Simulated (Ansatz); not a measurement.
GaN:
```xyz
6
Lattice="3.1636 0.0000 0.0000 -1.5818 2.7397 0.0000 0.0000 0.0000 7.4390" Properties=species:S:1:pos:R:3 pbc="T T T"
Ga     1.5818     0.0000     3.7195
Ga    -0.7909     1.3699     1.2398
Ga     0.7909     1.3699     6.1992
N      1.5818     0.0000     0.0000
N     -0.7909     1.3699     4.9593
N      0.7909     1.3699     2.4797
```

Relaxed with PBE. Special points in fractions of this cell's reciprocal vectors: Γ (0.000, 0.000, 0.000); M (0.500, 0.000, 0.000); K (0.333, 0.333, 0.000); A (0.000, 0.000, 0.500); L (0.500, 0.000, 0.500); H (0.333, 0.333, 0.500).

List the band energies nearest the valence-band maximum at these points for PBE in the plane-wave PAW code Ansatz.

In eV from the valence-band maximum; about four levels below and three above (degenerate sets whole), none deeper than 8.9 eV; points with the same levels are listed once.

| k | below | above |
|---|---|---|
| Γ | -0.23 -0.23 -0.09 0.00 | 1.20 4.29 4.29 |
| M | -1.96 -1.75 -1.35 -1.11 | 2.90 4.36 4.61 |
| K | -3.54 -3.54 -2.24 -1.37 -1.37 | 4.20 4.99 4.99 |
| A | -0.24 -0.10 -0.10 -0.01 | 3.07 3.07 4.39 |
| L | -1.81 -1.54 -1.35 -1.21 | 3.32 4.48 4.53 |
| H | -3.23 -3.23 -2.06 -0.99 | 4.63 5.72 5.72 |

Space group P6_222. The start of the workflow was typed in or built on a structure type; neither database checked (COD, Materials Project) lists it. It is not the phase usual at ambient conditions (space group No. 186, 216). The cell was relaxed with PBE under the symmetry of its start; whether a distortion lowers the energy is not shown. Scalar-relativistic: spin–orbit coupling is off unless named, which matters more the heavier the elements.

Potentials: the later of the program's two PAW sets.
